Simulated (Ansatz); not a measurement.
AgI:
```
CELL_PARAMETERS angstrom
      0.00000     2.99274     2.99274
      2.99274     0.00000     2.99274
      2.99274     2.99274     0.00000
ATOMIC_POSITIONS crystal
  Ag 0.00000 0.00000 0.00000
  I  0.50000 0.50000 0.50000
```

PBEsol (plane waves, PAW; program Ansatz) gives a gap of 0.38 eV without spin–orbit coupling, maximum at L, minimum at X.

What happens when spin–orbit coupling is switched on?

The gap decreases by 0.24 eV, to 0.14 eV; maximum at L, minimum at X.

Give the electron effective mass with spin–orbit coupling.

0.21, 0.21, 0.44 mₑ (principal values).

Give the hole effective mass with spin–orbit coupling.

0.24, 0.24, 0.92 mₑ (principal values).

Space group Fm-3m (rock salt). This is a known high-pressure phase of the composition, computed here at zero pressure and temperature. The cell was relaxed with PBEsol under the symmetry of its start; whether a distortion lowers the energy is not shown. No spin polarisation was allowed.

Potentials: the earlier of the program's two PAW sets. The files were generated under PBE; for other functionals the program regenerates the frozen cores, and for LDA and PBEsol the local potential too.
